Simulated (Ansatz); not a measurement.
PbS:
```
CELL_PARAMETERS angstrom
      0.00000     2.98717     2.98717
      2.98717     0.00000     2.98717
      2.98717     2.98717     0.00000
ATOMIC_POSITIONS crystal
  Pb 0.50000 0.50000 0.50000
  S  0.00000 0.00000 0.00000
```

Relaxed with r²SCAN. Special points in fractions of this cell's reciprocal vectors: Γ (0.000, 0.000, 0.000); X (0.500, 0.000, 0.500); U (0.625, 0.250, 0.625); K (0.375, 0.375, 0.750); L (0.500, 0.500, 0.500); W (0.500, 0.250, 0.750).

Problem. List the band energies nearest the valence-band maximum at these points for the program Ansatz at the r²SCAN level (PAW).

Solution. In eV from the valence-band maximum; about four levels below and three above (degenerate sets whole), none deeper than 8.9 eV; points with the same levels are listed once.

```csv
k,below,above
Γ,-6.12 -2.21 -2.21 -2.21,5.51 5.51 5.51
X,-7.30 -5.19 -3.46 -3.46,4.24 5.94 6.02 6.02
U,-8.08 -4.77 -2.96 -2.47,3.63 4.41 5.40
L,-1.83 -1.83 0.00,0.69 2.24 2.24
W,-8.05 -4.42 -4.42 -1.05,2.49 5.01 5.01
```

Space group Fm-3m (rock salt). The cell was relaxed with r²SCAN under the symmetry of its start. The volume moved by -28 % from the start of the relaxation. Spin–orbit coupling is left out wherever it is not named.

Potentials: the later of the program's two PAW sets.
